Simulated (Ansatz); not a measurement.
Consider the following.

SnO:
```xyz
2
Lattice="3.3092 0.0000 0.0000 -1.6546 2.8658 0.0000 0.0000 0.0000 3.2948" Properties=species:S:1:pos:R:3 pbc="T T T"
Sn     0.0000     0.0000     0.0000
O      1.6546     0.9553     1.6474
```

This is the r²SCAN-relaxed structure.

Q: All from the program Ansatz at the r²SCAN level (PAW), unless another level is named. Estimate the electronic character.

A: metallic (no gap).

Q: And the density of states at the Fermi level?

A: 0.10 states/eV per atom (mean over ±0.08 eV).

Q: And the formation energy from the elements (no fitted shifts)?

A: -0.63 eV/atom.

Space group P-6m2. A made-up cell: these elements were put on the sites of a structure type; neither database checked (COD, Materials Project) lists it. It is not the phase usual at ambient conditions (space group No. 129). Symmetry was held in the r²SCAN relaxation; whether a distortion lowers the energy is not shown. The references are the lowest solids computed at this level, not always the standard phases (solids in place of the gases). Spin–orbit coupling is left out wherever it is not named.

Potentials: the later of the program's two PAW sets.
